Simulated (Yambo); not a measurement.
Material: BeO (wurtzite, space group P6_3mc, No. 186) under isotropic strain of -0.7 % on all lattice vectors; a = 2.672 Å, b = 2.672 Å, c = 4.339 Å, α = 90.00°, β = 90.00°, γ = 120.00° (4 atoms in the cell). The PBEsol cell relaxed from Materials Project entry mp-2542 was given an isotropic strain of -0.7 % on all lattice vectors, and the atoms were relaxed again.

With PBEsol (Quantum ESPRESSO, PseudoDojo norm-conserving, 88 Ry, no spin-orbit coupling), the gap between the mesh's edge points (Γ → Γ) is 7.815 eV.

Question: By how much does one-shot G0W0 (Yambo; 6×6×4 Γ-centred k mesh, bands 3 to 66 and a 10 Ry block in the screening, 66 bands in G with the Bruneval-Gonze terminator, plasmon pole fitted at 27.2 eV) open this gap, and what gap results?

Answer: The correction is 2.795 eV, giving 10.610 eV, 1.4 times the PBEsol value.  Convergence of the G0W0 settings was not tested.
